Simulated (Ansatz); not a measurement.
PbF$_{2}$:
```
PbF2
1.0
    0.00000     3.00035     3.00035
    3.00035     0.00000     3.00035
    3.00035     3.00035     0.00000
Pb F
1 2
Direct
  0.00000   0.00000   0.00000
  0.25000   0.25000   0.25000
  0.75000   0.75000   0.75000
```

Relaxed with PBE. Special points in fractions of this cell's reciprocal vectors: Γ (0.000, 0.000, 0.000); X (0.500, 0.000, 0.500); U (0.625, 0.250, 0.625); K (0.375, 0.375, 0.750); L (0.500, 0.500, 0.500); W (0.500, 0.250, 0.750).

Task: List the band energies nearest the valence-band maximum at these points for the program Ansatz at the PBE level (PAW).

Result: In eV from the valence-band maximum; about four levels below and three above (degenerate sets whole), none deeper than 8.9 eV; … stands for higher levels left out; points with the same levels are listed once.

```json
[
 {"k": "Γ", "below": "-2.25 -2.25 -2.25 -1.76 -1.76 -1.76", "above": "…"},
 {"k": "X", "below": "-1.37 -1.37 -1.36 -0.14", "above": "4.42 …"},
 {"k": "U", "below": "-1.85 -1.51 -1.37 -0.03", "above": "5.29 6.61 …"},
 {"k": "L", "below": "-2.42 -2.42 -1.93 -1.93 -0.01", "above": "5.03 …"},
 {"k": "W", "below": "-2.43 -2.43 -1.42 -1.31 0.00", "above": "6.00 6.00 …"}
]
```

Space group Fm-3m (fluorite). The cell was relaxed with PBE under the symmetry of its start. Scalar-relativistic: spin–orbit coupling is off unless named, which matters more the heavier the elements.

Potentials: the later of the program's two PAW sets.
